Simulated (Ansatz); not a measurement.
Input:

Si$_{2}$W:
```cif
data_Si6W3
_chemical_formula_sum 'Si6 W3'
_space_group_name_H-M_alt 'P6222'
_space_group_IT_number 180
_space_group_name_Hall 'P 62 2 (0 0 4)'
_cell_length_a 4.57659
_cell_length_b 4.57659
_cell_length_c 6.60374
_cell_angle_alpha 90.000
_cell_angle_beta 90.000
_cell_angle_gamma 120.000
loop_
_atom_site_label
_atom_site_type_symbol
_atom_site_symmetry_multiplicity
_atom_site_Wyckoff_symbol
_atom_site_fract_x
_atom_site_fract_y
_atom_site_fract_z
_atom_site_occupancy
Si1 Si 6 j 0.32762 0.16381 0.16667 1
W1 W 3 d 0.50000 0.00000 0.50000 1
```

This is the PBEsol-relaxed structure.

Problem. All from PBEsol (plane waves, PAW; program Ansatz), unless another level is named. Give the electronic character.

Solution. no gap, with almost no states at the Fermi level (zero-gap or semimetallic).

Problem. What about the formation energy from the elements (no fitted shifts)?

Solution. -0.38 eV/atom.

Problem. And the gap with spin–orbit coupling?

Solution. none (metallic).

Space group P6_222. The workflow started from a Materials Project entry (that database holds measured and hypothetical structures alike); the Crystallography Open Database copy checked does not list it. It is not the phase usual at ambient conditions (space group No. 139). The PBEsol relaxation kept the symmetry of its start; whether a distortion lowers the energy is not shown. The run is not spin-polarised. The references are the lowest solids computed at this level, not always the standard phases. Scalar-relativistic: spin–orbit coupling is off unless named, which matters more the heavier the elements.

Potentials: the earlier of the program's two PAW sets. The files were generated under PBE; for other functionals the program regenerates the frozen cores, and for LDA and PBEsol the local potential too.
